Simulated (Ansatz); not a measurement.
Si$_{3}$N$_{4}$:
```yaml
crystal:
  lattice:
    - [0.00000, 3.86507, 3.86507]
    - [3.86507, 0.00000, 3.86507]
    - [3.86507, 3.86507, 0.00000]
  atoms:
    - { symbol: Si, position: [0.62500, 0.62500, 0.62500] }
    - { symbol: Si, position: [0.12500, 0.62500, 0.62500] }
    - { symbol: Si, position: [0.62500, 0.12500, 0.62500] }
    - { symbol: Si, position: [0.62500, 0.62500, 0.12500] }
    - { symbol: Si, position: [0.25000, 0.25000, 0.25000] }
    - { symbol: Si, position: [0.00000, 0.00000, 0.00000] }
    - { symbol: N, position: [0.86757, 0.86757, 0.86757] }
    - { symbol: N, position: [0.39729, 0.86757, 0.86757] }
    - { symbol: N, position: [0.86757, 0.39729, 0.86757] }
    - { symbol: N, position: [0.86757, 0.86757, 0.39729] }
    - { symbol: N, position: [0.38243, 0.38243, 0.38243] }
    - { symbol: N, position: [0.85271, 0.38243, 0.38243] }
    - { symbol: N, position: [0.38243, 0.85271, 0.38243] }
    - { symbol: N, position: [0.38243, 0.38243, 0.85271] }
```

Relaxed with r²SCAN.

**Question.** Give the optical modes at the zone centre with their infrared and Raman activity from DFPT, plane-wave PAW r²SCAN (Ansatz code).

**Answer.** Transverse frequencies, without the LO–TO term; a row sums one degenerate level.

```csv
ω (cm⁻¹),degeneracy,IR ((D/Å)²/amu),Raman (Å⁴/amu),activity
319,3,0.00,0,silent
416,3,0.83,0,IR
424,3,0.00,0.13,Raman
449,2,0.00,0,silent
508,3,0.00,0,silent
527,2,0.00,19,Raman
612,3,339.83,0,IR
631,3,0.00,0,silent
729,3,0.00,1.4,Raman
735,3,25.10,0,IR
788,2,0.00,0,silent
788,1,0.00,0,silent
812,3,130.36,0,IR
848,3,0.00,31,Raman
954,1,0.00,0,silent
981,1,0.00,11,Raman
```

**Question.** How high does the top mode go among those that the LO–TO term moves?

**Answer.** 1054 cm⁻¹ for q along x.

Space group Fd-3m. Symmetry was held in the r²SCAN relaxation; phonons on a q-mesh show no instability.

Potentials: the later of the program's two PAW sets.
